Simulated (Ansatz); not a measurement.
## K (fcc): energy against volume

These are results of DFT, PBEsol, plane waves (420 eV) with PAW, scalar-relativistic (Ansatz 0.2.0), not measurements. (PAW data from PBE, frozen cores regenerated.)

The cell is scaled uniformly from the relaxed one, with fractional coordinates and shape fixed. Energies are extrapolated to zero smearing, pressures are those at the given smearing. Magnetic state: spin not included.

A Birch-Murnaghan fit gives V₀ = 71.01 Å³/atom, B₀ = 3.7 GPa, B₀′ = 3.7.

**Question.** What are the energy above the minimum and the pressure at 62.764 Å³/atom?

**Answer.** 13.4 meV/atom and 0.59 GPa as computed.

**Question.** What are the energy above the minimum and the pressure at 68.470 Å³/atom?

**Answer.** 1.1 meV/atom and 0.16 GPa as computed.

**Question.** What are the energy above the minimum and the pressure at 74.176 Å³/atom?

**Answer.** 1.5 meV/atom and -0.14 GPa as computed.
